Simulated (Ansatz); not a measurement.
The start is a generated cell, CsPbBr3 built in the GdFeO3 structure type. A full variable-cell relaxation at zero pressure is run with r2SCAN (plane waves to 500 eV, PAW, scalar-relativistic; Ansatz, an electronic-structure program). The first steps use a coarse 3×2×3 k-mesh.

Input geometry:
```
CELL_PARAMETERS angstrom
      8.23748     0.00000     0.00000
      0.00000    11.62308     0.00000
      0.00000     0.00000     8.20999
ATOMIC_POSITIONS crystal
  Cs 0.48770 0.25000 0.99160
  Cs 0.98770 0.25000 0.50840
  Cs 0.51230 0.75000 0.00840
  Cs 0.01230 0.75000 0.49160
  Pb 0.00000 0.00000 0.00000
  Pb 0.50000 0.50000 0.50000
  Pb 0.00000 0.50000 0.00000
  Pb 0.50000 0.00000 0.50000
  Br 0.03130 0.25000 0.05860
  Br 0.53130 0.25000 0.44140
  Br 0.96870 0.75000 0.94140
  Br 0.46870 0.75000 0.55860
  Br 0.28800 0.53700 0.21300
  Br 0.78800 0.96300 0.28700
  Br 0.71200 0.03700 0.78700
  Br 0.21200 0.46300 0.71300
  Br 0.71200 0.46300 0.78700
  Br 0.21200 0.03700 0.71300
  Br 0.28800 0.96300 0.21300
  Br 0.78800 0.53700 0.28700
```

Task: What is the largest force in the starting geometry, and on which atom (counted from 1)?

Result: 0.24 eV/Å, on Cs1, Cs2, Cs3, Cs4 (atoms numbered as listed).

Task: What band gap does the relaxed structure have at this level?

Result: 2.41 eV, direct at Γ (no spin-orbit coupling).

The space group stays Pnma (No. 62) (the run could not lower it); the end is AFLOW prototype AB3C_oP20_62_c_cd_a (as in CaTiO3), with 20 atoms in the primitive cell. Final values are on a 3×3×4 k-mesh of the relaxed cell. No spin polarisation in the result. Spin-orbit coupling is missing; with elements this heavy it can move band edges by tenths of an eV or more.

The run could not lose the symmetry of its start.

The first start was generated by placing the elements on the sites of a structure type. A measured structure of CsPbBr3 has the same space group, Pnma (No. 62); the sites were not compared with it.
